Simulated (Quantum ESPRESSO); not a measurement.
# Where does C sit best among Ge sites?

The results below are calculated, not measured. They come from pw.x of Quantum ESPRESSO 7.5, a plane-wave density functional program, with PseudoDojo standard norm-conserving files (v0.5 for PBE, v0.4.1 for LDA and PBEsol). The cells are made up: elements, strain and atom displacements were drawn at random, and nothing was relaxed. There is no spin polarisation, spin-orbit coupling or dispersion term.

The cell has 8 sites of a zincblende or diamond lattice. Sites 1 to 4 hold Si Ge Si Ge; sites 5 to 8 hold X X X X. Cell vectors in Å: (5.585, 0.091, -0.022); (0.091, 5.594, 0.018); (-0.022, 0.018, 5.517). Settings: PBE, cutoff 1116 eV, 6 x 6 x 6 k mesh shifted by half a step, Fermi-Dirac smearing of 0.1 eV.

In each run one of the sites marked X holds C and the others hold Ge; cell and positions stay the same. E is the free energy of the cell.

| site of the guest | first shell | mean distance (Å) | E above the lowest (eV) | P (GPa) | force on the guest (eV/Å) |
| --- | --- | --- | --- | --- | --- |
| 5 | Ge2Si2 | 2.408 | 0.844 | -1.82 | 0.700 |
| 6 | Ge2Si2 | 2.326 | 0.000 | -3.48 | 0.790 |
| 7 | Ge2Si2 | 2.483 | 1.746 | -0.08 | 0.727 |
| 8 | Ge2Si2 | 2.451 | 1.437 | -0.71 | 0.709 |

A rerun of one of these cells at 1347 eV and k mesh 8 x 8 x 8 moved values by no more than 0.002 eV in the cell's energy, 0.03 GPa in stress and 0.013 eV/Å in force.

## Reading the table

Site 6 is lowest, by 0.844 eV, over three times the rerun's bound. A straight line of energy against the mean distance has a slope of 11.3 ± 0.5 eV/Å, so the guest costs less on the tighter sites. The positions are random and not relaxed, so the differences hold for this frozen cell and are not site preferences of a real crystal.